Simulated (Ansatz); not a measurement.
The relaxed structure here is a generated cell of Cu: the first start was made by placing the elements on the sites of a structure type, and the end was not matched to a known phase here, so it may be hypothetical. Known forms of Cu include space group No. 225.

A relaxed cell of Cu (I4₁/amd (No. 141)), relaxed on a k-mesh at least as fine as the one used below. Calculation: PBE (plane waves to 420 eV, PAW, scalar-relativistic; Ansatz, a quantum-chemistry and plane-wave program). Γ-centred k-mesh 15×15×5 on the run's cell (coarser than for final values), Fermi–Dirac smearing 0.05 eV.

```yaml
crystal:
  lattice:
    - [-2.32263, 2.32263, 1.22240]
    - [2.32263, -2.32263, 1.22240]
    - [4.64525, 4.64525, -2.44480]
  atoms:
    - { symbol: Cu, position: [0.75000, 0.25000, 0.25000] }
    - { symbol: Cu, position: [0.75000, 0.25000, 0.75000] }
    - { symbol: Cu, position: [0.00000, 0.00000, 0.00000] }
    - { symbol: Cu, position: [0.00000, 0.00000, 0.50000] }
```

Every atom was then displaced, and the forces became (eV/Å):

| atom | Fx | Fy | Fz |
|---|---|---|---|
| Cu1 | -0.47 | 0.03 | 0.27 |
| Cu2 | -0.65 | -0.09 | -0.26 |
| Cu3 | 0.69 | -0.46 | -0.03 |
| Cu4 | 0.43 | 0.53 | 0.02 |

Task: Which atom was moved farthest relative to the others, and in which direction?

Result: Cu3, by (-0.07, 0.10, -0.08) Å (0.14 Å, mean shift removed); the next is Cu4 with 0.11 Å. Its force makes an angle of 140° with its move.

All displacements (Å):

| atom | ux | uy | uz |
|---|---|---|---|
| Cu1 | 0.080 | -0.035 | 0.063 |
| Cu2 | 0.069 | 0.007 | -0.020 |
| Cu3 | -0.030 | 0.080 | -0.104 |
| Cu4 | 0.027 | -0.129 | -0.048 |

The undisplaced cell is probably no minimum: from this displacement the run went on to Fm-3m (No. 225), 0.33 eV/atom below it.

No spin polarisation in the result.
